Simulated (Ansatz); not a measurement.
Below is a relaxed structure of Co₂Si₆Ni. The cell was found from a structure generator's guess, not taken from experiment.

These are results of DFT PBE, scalar-relativistic, plane waves, PAW in Ansatz 0.2.0, not measurements. Cutoff 420 eV, Γ-centred mesh, Gaussian smearing, no spin polarisation.

```
CELL_PARAMETERS angstrom
3.79374 0.00000 0.00000
-1.89687 3.28547 0.00000
0.00000 0.00000 9.34271
ATOMIC_POSITIONS crystal
Co 0.66667 0.33333 0.83232
Co 0.33333 0.66667 0.16768
Si 0.00000 0.00000 0.75502
Si 0.33333 0.66667 0.41231
Si 0.66667 0.33333 0.08125
Si 0.66667 0.33333 0.58769
Si 0.00000 0.00000 0.24498
Si 0.33333 0.66667 0.91875
Ni 0.00000 0.00000 0.50000
```

Formation energies are uncorrected and refer to the elements' standard structures at the same level.

Problem. Find its symmetry and describe it.

Solution. P-3m1 (No. 164). Conventional cell: a = 3.794 Å, c = 9.343 Å. Co has 8 Si at 2.29–2.33 Å; Si on its first site has 3 Co at 2.31 Å, 1 Ni at 2.38 Å and 6 Si at 2.67–2.69 Å; Si on its second site has 1 Co at 2.29 Å, 3 Ni at 2.34 Å and 6 Si at 2.69–2.74 Å; Ni has 8 Si at 2.34–2.38 Å; 1 more site not described.

Problem. What is its formation energy per atom?

Solution. −0.46 eV/atom. Whether it is stable depends on the other phases of the system, which aren't compared here.

Problem. Is it a metal?

Solution. Yes, bands cross the Fermi level on the 12×12×4 mesh.

The last run used a 12×12×4 mesh (in the run's order of axes) for its 9-atom cell and Gaussian smearing of 0.10 eV. Trial moments died out on the coarse mesh, so the last step has no spin; another magnetic start might hold. Symmetry constrained the relaxation, so the result can be a saddle point.
